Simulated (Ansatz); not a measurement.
LiTaO₃:
```xyz
10
Lattice="2.5366 1.4645 4.5532 -2.5366 1.4645 4.5532 0.0000 -2.9291 4.5532" Properties=species:S:1:pos:R:3 pbc="T T T"
Li     0.0000     0.0000     9.6226
Li     0.0000     0.0000     2.7929
Ta     0.0000     0.0000    13.5060
Ta     0.0000     0.0000     6.6763
O     -0.6527     1.4130     7.9975
O      1.5501    -0.1413     7.9975
O     -0.8974    -1.2718     7.9975
O      0.9865     1.3233     5.7210
O      0.6527    -1.5160     5.7210
O     -1.6393     0.1927     5.7210
```

This is the LDA-relaxed structure. Cartesian axes are those of the cell as given.

**Question.** All from DFT-LDA in the program Ansatz with PAW potentials, unless another level is named. Estimate the electron effective mass, band 2 of 2 at the edge.

**Answer.** 1.1 along x, 0.56 along z (mₑ).

**Question.** Predict the band gap.

**Answer.** 3.82 eV (indirect).

**Question.** Next, the formation energy from the elements (no fitted shifts)?

**Answer.** -2.85 eV/atom.

**Question.** Give the smallest direct gap on the standard path.

**Answer.** 3.86 eV.

**Question.** What about the conduction-band minimum?

**Answer.** at Γ.

**Question.** What about the valence-band maximum?

**Answer.** off the standard path, at k = (0.130, 0.177, 0.177) in fractions of the reciprocal vectors.

Space group R3c. The LDA relaxation kept the symmetry of its start. The run is not spin-polarised. The references are the lowest solids computed at this level, not always the standard phases (solids in place of the gases). Spin–orbit coupling is left out wherever it is not named.

Potentials: the later of the program's two PAW sets.
